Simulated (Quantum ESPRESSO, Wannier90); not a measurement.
**CdSe (wurtzite), plane waves to Wannier functions**

```
CdSe
1.0
    4.34609     0.00000     0.00000
   -2.17304     3.76382     0.00000
    0.00000     0.00000     7.08984
Cd Se
2 2
Cartesian
 -2.17304   1.25461   3.54457
  2.17304  -1.25461  -0.00035
 -2.17304   1.25461  -0.87978
  2.17304  -1.25461   2.66514
```

Cell from Materials Project (mp-1070), symmetrised, no further relaxation. COD (Crystallography Open Database) has an entry of this formula and space group (matched by these alone). Level: LDA, no spin polarisation, no spin-orbit coupling; pw.x of Quantum ESPRESSO at 82 Ry with PseudoDojo potentials, 6×6×4 k-points, Wannier90. Density: 12×12×6 mesh, Gaussian smearing 0.01 Ry. Spin-orbit coupling, left out, would split the p-like bands by a few tenths of an eV.

Base run: 16 functions from bands 19-20,31-58 of the 58 computed, start hydrogen-like Cd: s;p; Se: s;p, centres 0.05 Å off the atoms, frozen window up to 1.82 eV relative to the valence-band maximum, outer window open. Bands 21–30 (Cd 4d 96 %) lie between the kept ones and are excluded. One setting was then changed (edges relative to the valence-band maximum; misfit to pw.x on a path, for states up to 1.3 eV relative to the valence-band maximum).

```
run      Ω_I (Å²)  rms misfit (meV)  worst (meV)
-------  --------  ----------------  -----------
base        25.61               1.1          6.4
changed     29.73               1.8          8.1
```

Q: Which change was made?
A) no frozen window
B) outer window to 14.33 eV
C) frozen window to -1.18 eV
D) frozen window to 5.82 eV

A: B, outer window to 14.33 eV. The others give:

```json
[
 {"run": "frozen window to 5.82 eV", "Ω_I (Å²)": "32.59", "rms misfit (meV)": "3.5", "worst (meV)": "14"},
 {"run": "frozen window to -1.18 eV", "Ω_I (Å²)": "25.46", "rms misfit (meV)": "20", "worst (meV)": "89"},
 {"run": "no frozen window", "Ω_I (Å²)": "24.92", "rms misfit (meV)": "104", "worst (meV)": "320"}
]
```
